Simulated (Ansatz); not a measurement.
BaLiF$_{3}$:
```
BaLiF3
1.0
    3.98162     0.00000     0.00000
    0.00000     3.98162     0.00000
    0.00000     0.00000     3.98162
Ba Li F
1 1 3
Direct
  0.00000   0.00000   0.00000
  0.50000   0.50000   0.50000
  0.00000   0.50000   0.50000
  0.50000   0.00000   0.50000
  0.50000   0.50000   0.00000
```

Relaxed with r²SCAN.

Question: Map the valence electron density (e/Å³), cut off at 1 on the plane through (0.000, 0.000, 0.000) spanned by u = [1, 0, 0] and v = [0, 1, 1] in lattice vectors, from r²SCAN in the plane-wave PAW code Ansatz.

Answer: x is the fraction of u, y of v (the angle between them is 90°; rows are the nearest grid lines); atoms in the plane: Ba at (0.00, 0.00), Li at (0.50, 0.50), F at (0.00, 0.50).
```
|.-%@@#-.     .-#@@%-.|
|-+@@@#-.     .-#@@@+-|
|@@@@@+:       :+@@@@@|
|@@@#=:.       .:=#@@@|
|##+-:.         .:-+##|
|--:..           ..:--|
|...               ...|
|::..             ..::|
|*+=:.           .:=+*|
|@@@+:.   .:.   .:+@@@|
|@@@@=.  =@@@=  .=@@@@|
|@@@@*:.:@@@@@:.:*@@@@|
|@@@@*:.:@@@@@:.:*@@@@|
|@@@@=.  =@@@=  .=@@@@|
|@@@+:.   .:.   .:+@@@|
|*+=:.           .:=+*|
|::..             ..::|
|...               ...|
|--:..           ..:--|
|##+-:.         .:-+##|
|@@@#=:.       .:=#@@@|
|@@@@@+:       :+@@@@@|
|-+@@@#-.     .-#@@@+-|
|.-%@@#-.     .-#@@%-.|
```
Scale: ten equal steps from 0.030 (start of ' ') to 1.00 (end of '@'), in the order ' .:-=+*#%@'; x runs from 0.000 to 1.00, y from 0.000 (bottom) to 1.00 (top).

The density is the valence pseudo-density with augmentation charge, so density and ELF within about 1 Å of a nucleus are not all-electron values.

Space group Pm-3m (cubic perovskite). The workflow started from a Materials Project entry (that database holds measured and hypothetical structures alike); the Crystallography Open Database copy checked does not list it. Whether it is the stable phase at ambient conditions was not checked. Symmetry was held in the r²SCAN relaxation; its stability against distortions is not shown here. Spin–orbit coupling is left out wherever it is not named.

Potentials: the later of the program's two PAW sets.
